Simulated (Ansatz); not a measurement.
Y2N:
Space group P4/mmm (No. 123); a = 3.447 Å, b = 3.447 Å, c = 4.727 Å, α = 90.00°, β = 90.00°, γ = 90.00°

```csv
atom,site,symmetry,x,y,z
Y,1a,4/mmm,0.0000,0.0000,0.0000
Y,1d,4/mmm,0.5000,0.5000,0.5000
N,1c,4/mmm,0.5000,0.5000,0.0000
```

Relaxed with LDA.

Decompose the optical modes at the zone centre into irreducible representations, and say which are infrared and Raman allowed.

Point group 4/mmm: Γ_opt = 2A2u + 2Eu. Infrared: A2u, Eu. Raman: none.

Assign frequencies (DFPT, the program Ansatz at the LDA level (PAW)).

Eu 155, A2u 190, Eu 311, A2u 364 cm⁻¹.

A made-up cell: these elements were put on the sites of a structure type; neither database checked (COD, Materials Project) lists it. Whether it is the stable phase at ambient conditions was not checked. The LDA relaxation kept the symmetry of its start; whether a distortion lowers the energy is not shown. No spin polarisation was allowed. With an odd number of electrons in the cell and no spin polarisation, the count alone makes it a metal. As this level gives no gap, phonon frequencies hold no LO–TO term and depend on the k-mesh and smearing (Fermi–Dirac, 0.1 eV here).

Potentials: the later of the program's two PAW sets.
